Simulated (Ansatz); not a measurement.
Theory: DFT PBE, scalar-relativistic, plane waves, PAW (Ansatz). All cells share a 420 eV cutoff and Γ-centred k meshes spaced about 0.3 Å⁻¹ or finer (0.25 for metals, 2π included). No spin polarisation.

This relaxed ScIn3As cell comes from a structure search over trial cells.

```cif
data_structure
_symmetry_space_group_name_H-M 'P4/nmm:1'
_symmetry_Int_Tables_number 129
_cell_length_a 3.7918
_cell_length_b 3.7918
_cell_length_c 18.4113
_cell_angle_alpha 90.000
_cell_angle_beta 90.000
_cell_angle_gamma 90.000
_cell_volume 264.71
loop_
_atom_site_label
_atom_site_type_symbol
_atom_site_symmetry_multiplicity
_atom_site_Wyckoff_symbol
_atom_site_fract_x
_atom_site_fract_y
_atom_site_fract_z
_atom_site_occupancy
Sc1 Sc 2 c 0.00000 0.50000 0.93300 1
In1 In 2 c 0.50000 0.00000 0.33627 1
In2 In 2 c 0.50000 0.00000 0.55245 1
In3 In 2 c 0.00000 0.50000 0.23732 1
As1 As 2 c 0.50000 0.00000 0.91790 1
```

Q: Is it a true minimum?

A: No. The phonons at Γ go imaginary, to 12i cm⁻¹. (Phonon run: 8×8×2 k mesh, Gaussian smearing of 0.10 eV.) With atoms moved at random and symmetry off, it falls by 26 meV/atom into I-4m2 (No. 119). Conventional cell: a = 3.789 Å, c = 35.610 Å. Around Sc lie 5 As at 2.70–2.75 Å, 2 In at 3.40 Å and 8 Sc at 3.63–3.79 Å; around In on its first site lie 8 In at 3.27–3.36 Å and 5 In at 3.79–3.94 Å; In on its second site is surrounded by 8 In at 3.29–3.36 Å and 6 In at 3.79–3.94 Å; As has 5 Sc at 2.70–2.75 Å and 2 In at 3.15 Å; 1 more site not described.

```cif
data_structure
_symmetry_space_group_name_H-M 'I-4m2'
_symmetry_Int_Tables_number 119
_cell_length_a 3.7889
_cell_length_b 3.7889
_cell_length_c 35.6096
_cell_angle_alpha 90.000
_cell_angle_beta 90.000
_cell_angle_gamma 90.000
_cell_volume 511.19
loop_
_atom_site_label
_atom_site_type_symbol
_atom_site_symmetry_multiplicity
_atom_site_Wyckoff_symbol
_atom_site_fract_x
_atom_site_fract_y
_atom_site_fract_z
_atom_site_occupancy
Sc1 Sc 4 f 0.00000 0.50000 0.46562 1
In1 In 4 e 0.50000 0.50000 0.16636 1
In2 In 4 e 0.50000 0.50000 0.27693 1
In3 In 4 e 0.00000 0.00000 0.11353 1
As1 As 4 f 0.50000 0.00000 0.45726 1
```

Phonons of metals hang on the k mesh and the smearing.
